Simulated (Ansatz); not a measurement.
Input file for Ansatz (a first-principles code):

Ansatz 0.2 input:
```yaml
crystal:
  lattice:
    - [4.0507252113, 0.0, 0.0]
    - [0.0, 4.0507252113, 0.0]
    - [0.0, 0.0, 4.0507252113]
  atoms:
    - { symbol: Al, position: [0.0, 0.0, 0.0] }
    - { symbol: Ru, position: [0.0, 0.5, 0.5] }
    - { symbol: Ru, position: [0.5, 0.0, 0.5] }
    - { symbol: Ru, position: [0.5, 0.5, 0.0] }
    - { symbol: B, position: [0.5, 0.5, 0.5] }
kpoints:
  mp_grid: { grid: [8, 8, 8] }
  band_path:
    path:
      - [[0.0, 0.0, 0.0], [0.0, 0.5, 0.0], [0.5, 0.5, 0.0], [0.0, 0.0, 0.0], [0.5, 0.5, 0.5], [0.0, 0.5, 0.0]]  # Γ-X-M-Γ-R-X
      - [[0.5, 0.5, 0.5], [0.5, 0.5, 0.0]]  # R-M
    npoints: 12
basis: { xc_grid: 2 }
hamiltonian:
  xc: pbe
  pseudopotentials: { kind: paw }
magnetization: { noncollinear: true, spin_orbit: true }
scf:
  n_extra_bands: 12
  convergence: { dr2_threshold: 0.0000000001 }
  occupations: { method: gaussian, width: 0.05 }
output: { eigenvalues: true }
```

Output (shortened):

```
Pseudopotential: Al, paw_fr, valence charge 3
Pseudopotential: Ru, paw_fr, valence charge 16
Pseudopotential: B, paw_fr, valence charge 3
Functional definition: PBE
non-collinear run that drives no moment, with spin-orbit …
Crystal: 5 atoms, lattice volume = 66.466 Å³
Basis set: ecut = 420 eV, 1309 PW (Γ), exchange–correlation on 60×60×60 points (8 copies of the dense FFT grid, shifted against one another)
Bands: 66, of which v1, the nominal top of the filled ones, is band 54 counted from 1 (53 counted from 0)
Symmetry: 48 space group operations + 48 with time reversal
k-points: 35 of 512
Projection manifold: j_resolved (fully-relativistic pseudo-atomic orbitals)
SCF iter   1: F=—  HF=-18339.550434 eV  |F-HF|=—  |Δ(HF+E_count)|=         —  Δρ=1.45e-1  dr2=1.88e1  dr2_m=0.00e0 (ungated)  ethr=3.10e-3  |M|=0.00e0 ∫|m|=0.00e0 μB  |m|>n=0.0e0 m-floor=0.0e0 τ_xc=0.0e0  β_m=0.30  ⟨swp⟩=6.0  Hψ=4917  notcnv=0  defer=10
preconditioner: auto → Kerker (q_TF=auto, 2.635 Å⁻¹)
spin=Noncollinear: Kerker preconditioning applied to the charge; magnetization (m_x, m_y, m_z) channels mix plain (no charge-response kernel on spin).
SCF iter   2: F=—  HF=-18336.147658 eV  |F-HF|=—  |Δ(HF+E_count)|=    3.40e0  Δρ=7.94e-2  dr2=5.64e0  dr2_m=0.00e0 (ungated)  ethr=3.10e-3  |M|=0.00e0 ∫|m|=0.00e0 μB  |m|>n=0.0e0 m-floor=0.0e0 τ_xc=0.0e0  β_m=0.47  ⟨swp⟩=2.3  Hψ=2018  notcnv=0  defer=146
SCF iter   3: F=—  HF=-18334.762622 eV  |F-HF|=—  |Δ(HF+E_count)|=    1.39e0  Δρ=2.02e-2  dr2=2.43e-1  dr2_m=0.00e0 (ungated)  ethr=3.10e-3  |M|=0.00e0 ∫|m|=0.00e0 μB  |m|>n=0.0e0 m-floor=0.0e0 τ_xc=0.0e0  β_m=0.73  ⟨swp⟩=2.6  Hψ=2042  notcnv=0  defer=148
SCF iter   4: F=—  HF=-18334.731800 eV  |F-HF|=—  |Δ(HF+E_count)|=   3.08e-2  Δρ=8.42e-3  dr2=4.00e-2  dr2_m=0.00e0 (ungated)  ethr=4.50e-4  |M|=0.00e0 ∫|m|=0.00e0 μB  |m|>n=0.0e0 m-floor=0.0e0 τ_xc=0.0e0  β_m=0.66  ⟨swp⟩=2.9  Hψ=2277  notcnv=0  defer=156
SCF iter   5: F=—  HF=-18334.721831 eV  |F-HF|=—  |Δ(HF+E_count)|=   9.97e-3  Δρ=3.19e-3  dr2=6.13e-3  dr2_m=0.00e0 (ungated)  ethr=7.41e-5  |M|=0.00e0 ∫|m|=0.00e0 μB  |m|>n=0.0e0 m-floor=0.0e0 τ_xc=0.0e0  β_m=0.83  ⟨swp⟩=2.1  Hψ=1692  notcnv=0  defer=156
SCF iter   6: F=—  HF=-18334.719408 eV  |F-HF|=—  |Δ(HF+E_count)|=   2.42e-3  Δρ=4.99e-4  dr2=1.48e-4  dr2_m=0.00e0 (ungated)  ethr=1.13e-5  |M|=0.00e0 ∫|m|=0.00e0 μB  |m|>n=0.0e0 m-floor=0.0e0 τ_xc=0.0e0  β_m=0.92  ⟨swp⟩=2.5  Hψ=1877  notcnv=0  defer=156
SCF iter   7: F=—  HF=-18334.719346 eV  |F-HF|=—  |Δ(HF+E_count)|=   6.14e-5  Δρ=1.19e-4  dr2=9.27e-6  dr2_m=0.00e0 (ungated)  ethr=2.75e-7  |M|=0.00e0 ∫|m|=0.00e0 μB  |m|>n=0.0e0 m-floor=0.0e0 τ_xc=0.0e0  β_m=0.96  ⟨swp⟩=2.1  Hψ=1509  notcnv=0  defer=156
SCF iter   8: F=—  HF=-18334.719343 eV  |F-HF|=—  |Δ(HF+E_count)|=   3.31e-6  Δρ=2.29e-5  dr2=3.73e-7  dr2_m=0.00e0 (ungated)  ethr=1.72e-8  |M|=0.00e0 ∫|m|=0.00e0 μB  |m|>n=0.0e0 m-floor=0.0e0 τ_xc=0.0e0  β_m=0.98  ⟨swp⟩=2.0  Hψ=1656  notcnv=0  defer=156
SCF iter  11: F=-18334.719343 eV  HF=-18334.719343 eV  |F-HF|=1.09e-11  |Δ(HF+E_count)|=  5.09e-11  Δρ=1.93e-7  dr2=2.22e-11  dr2_m=0.00e0 (ungated)  ethr=1.00e-12  |M|=0.00e0 ∫|m|=0.00e0 μB  |m|>n=0.0e0 m-floor=0.0e0 τ_xc=0.0e0  ⟨swp⟩=9.3  Hψ=3485  notcnv=0
SCF 1 converged in 11 iterations: F = -18334.719343 eV  dr2 = 2.22e-11
NSCF: frozen V_eff on 74 k-points
SCF converged after 11 iterations
Magnetization: |M| = 0.0000 μB,  M = (+0.0000, +0.0000, +0.0000) μB
Absolute magnetization: 0.0000 μB (∫|m|)
  site 0: m = (+0.0000, +0.0000, +0.0000) μB, |m| = 0.0000 μB  (R = 1.18 Å)
  site 1: m = (+0.0000, +0.0000, +0.0000) μB, |m| = 0.0000 μB  (R = 0.84 Å)
  site 2: m = (+0.0000, +0.0000, +0.0000) μB, |m| = 0.0000 μB  (R = 0.84 Å)
  site 3: m = (+0.0000, +0.0000, +0.0000) μB, |m| = 0.0000 μB  (R = 0.84 Å)
  site 4: m = (+0.0000, +0.0000, +0.0000) μB, |m| = 0.0000 μB  (R = 0.84 Å)
Free energy (F): -18334.719343 eV
Harris-Foulkes:  -18334.719343 eV  (|F-HF|=1.09e-11)
Internal energy: -18334.709018 eV  (E = F + TS)
E sigma→0 (E₀):  -18334.714181 eV
Entropy (-TS):   -0.010325 eV (-2.065 meV/atom)
Fermi energy:    16.740546 eV
--- Per-component energies (eV) ---
  E_band       = -390.627072
  E_kinetic    = 1617.337781
  E_local      = -5399.418606  (includes V_loc(G=0)·N_el)
  E_nonlocal   = 1053.476625
  E_hartree    = 1897.973260
  E_xc         = -643.585974
  E_vxc        = -784.845224  (∫ρ·V_xc dr)
  E_paw        = -10933.346083  (= ΣΔE_a)
  E_vpaw       = -673.123363  (= ΣTr[D̂ρ^β])
  E_aug_tail   = -0.000527  (compensation charges beyond the density's cutoff)
  E_ewald      = -5927.145494
  E_smearing   = -0.010325  (= −TS)
  E_closure    = 0.000000  (closes the sum)
  Σ components = -18334.719343   (vs F -18334.719343, Δ=0.00e0)
  [band-id]    e_kinetic+e_local+e_nonlocal+2·e_hartree+e_vxc+e_vpaw+e_augmentation_tail = -390.626794   (vs E_band -390.627072, Δ=2.78e-4)
--- Band table (eV; the first three rows and the last of 35) ---
  k-point 0: bands = ["-55.6560", "-55.6560", "-55.5734", "-55.5734", "-55.5734", "-55.5734", "-28.0612", "-28.0612", "-28.0612", "-28.0612", "-27.8367", "-27.8367", "-24.9245", "-24.9245", "-24.6810", "-24.6810", "-24.6810", "-24.6810", "-24.4439", …
  k-point 1: bands = ["-55.6533", "-55.6533", "-55.5762", "-55.5762", "-55.5734", "-55.5734", "-28.0611", "-28.0611", "-28.0534", "-28.0534", "-27.8442", "-27.8442", "-24.9139", "-24.9139", "-24.6831", "-24.6831", "-24.6750", "-24.6750", "-24.4461", …
  k-point 2: bands = ["-55.6456", "-55.6456", "-55.5840", "-55.5840", "-55.5733", "-55.5733", "-28.0606", "-28.0606", "-28.0317", "-28.0317", "-27.8653", "-27.8653", "-24.8854", "-24.8854", "-24.6893", "-24.6893", "-24.6590", "-24.6590", "-24.4547", …
  k-point 34: bands = ["-55.6010", "-55.6010", "-55.6010", "-55.6010", "-55.6010", "-55.6010", "-28.0386", "-28.0386", "-27.9733", "-27.9733", "-27.9733", "-27.9733", "-24.8747", "-24.8747", "-24.6589", "-24.6589", "-24.6358", "-24.6358", "-24.6358", …
```

Cost: around 70 core-seconds (rough) on shared cores.

Space group Pm-3m (cubic perovskite). The start of the workflow was typed in or built on a structure type; neither database checked (COD, Materials Project) lists it. Whether it is the stable phase at ambient conditions was not checked. The cell was relaxed with PBE under the symmetry of its start; whether a distortion lowers the energy is not shown. The run is not spin-polarised.

Potentials: the later of the program's two PAW sets.

Ansatz is a plane-wave DFT program.
